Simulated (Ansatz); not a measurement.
All numbers below come from DFT PBE, scalar-relativistic, plane waves, PAW in Ansatz 0.2.0. Settings: cutoff 420 eV, Γ-centred meshes spaced at most about 0.3 Å⁻¹, and about 0.25 Å⁻¹ or finer for metals (2π included), Gaussian smearing. No spin polarisation in the final relaxations.

All energies are static (0 K, no zero-point motion).

Two forms of LuBeSi₄ were relaxed alike.

A.

```
CELL_PARAMETERS angstrom
0.00000 4.04677 4.04677
4.04677 0.00000 4.04677
4.04677 4.04677 0.00000
ATOMIC_POSITIONS crystal
Lu 0.25000 0.25000 0.25000
Be 0.00000 0.00000 0.00000
Si 0.44181 0.85273 0.85273
Si 0.85273 0.44181 0.85273
Si 0.85273 0.85273 0.44181
Si 0.85273 0.85273 0.85273
```

B.

```
CELL_PARAMETERS angstrom
3.11485 0.00000 0.00000
-1.55742 2.69754 0.00000
0.00000 0.00000 11.47001
ATOMIC_POSITIONS crystal
Lu 0.00000 0.00000 0.00000
Be 0.00000 0.00000 0.50000
Si 0.66667 0.33333 0.79485
Si 0.66667 0.33333 0.36165
Si 0.33333 0.66667 0.63835
Si 0.33333 0.66667 0.20515
```

Problem. Which form is favoured at zero pressure, and by what margin per atom?

Solution. B is lower, by 106 meV/atom. A has space group F-43m (No. 216), 22.1 Å³/atom and no gap on its mesh; B has space group P-3m1 (No. 164), 16.1 Å³/atom and no gap. Counting Si atoms around Be and Lu (those within 1.25 times the shortest such distance or 1.15 times the sum of covalent radii), A has Lu 12, Be 4 and B has Lu 6, Be 6. A holds Si–Si units of three or more atoms (shortest 2.35 Å); B holds Si–Si nets (shortest 2.54 Å). The denser one is the lower, and pressure would at first widen the difference. Even the lower one lies +0.28 eV/atom against the reference forms of the elements (uncorrected), so neither is stable at this level. Both come from invented guesses. A third cell relaxed alike, in P4/mmm, lies 0.33 eV/atom below the lower of the two.

A magnetic state wasn't ruled out in cells without spin, among them F-43m, P-3m1. Cells relaxed within their symmetry can be saddle points.
